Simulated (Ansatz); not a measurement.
Notes on HOsCl

```yaml
crystal:
  lattice:
    - [1.73529, 3.00561, 0.00000]
    - [-1.73529, 3.00561, 0.00000]
    - [-1.73529, 1.00187, 8.48972]
  atoms:
    - { symbol: H, position: [0.19800, 0.60400, 0.59400] }
    - { symbol: H, position: [0.80200, 0.39600, 0.40600] }
    - { symbol: Cl, position: [0.38930, 0.22140, 0.16790] }
    - { symbol: Cl, position: [0.61070, 0.77860, 0.83210] }
    - { symbol: Os, position: [0.11723, 0.76554, 0.35169] }
    - { symbol: Os, position: [0.88277, 0.23446, 0.64831] }
```

The numbers come from plane-wave PAW DFT (Ansatz): r2SCAN, no spin polarisation, 500 eV, 9×9×9 Γ-centred k points, fermi-dirac occupations (width 0.1 eV). Nothing was relaxed.

(1) What do density and ELF say about some of the short contacts?

(2) Which atom feels the largest force, and which way?

(3) What happens at the Fermi level?

(4) How is the charge shared?

(5) Is the cell too large or too small?

Origin: a known structure type with other elements, at an estimated volume, so it need not be a known compound. Caveats: many states at the Fermi level without spin polarisation, so a magnetic state may lie lower; correlation that this level lacks may open a gap in such a compound; atoms or cell far from equilibrium.

Results:

(1) H–Os at 2.06 Å: least valence density 0.39 e/Å³ and ELF 0.39 there. Cl–Os at 2.54 Å: least valence density 0.41 e/Å³ and ELF 0.18 there. Cl–H at 2.85 Å: least valence density 0.15 e/Å³ and ELF 0.14 there. These are pseudo-fields; inside the PAW spheres they differ from the all-electron ones.

(2) The largest is on Os5 (and as large on other atoms): 2.47 eV/Å, components (0.00, 0.00, 2.47). It makes 77° with the line to a nearest neighbour, H2 at 2.06 Å.

(3) It is a metal, with about 7.4 states/eV a cell as the mean within 0.25 eV of the Fermi level, mostly Os d (86 %).

(4) Bader charges in e: Os +0.68, H -0.23, Cl -0.46. In the mean Os gives up most and Cl takes most.

(5) The pressure is -15.0 GPa (compression positive), so with the atoms held at these fractions the cell would first shrink; the forces are large, so a full relaxation may end otherwise. The principal stresses -19.1, -13.0, -13.0 GPa differ, so its shape would change too.
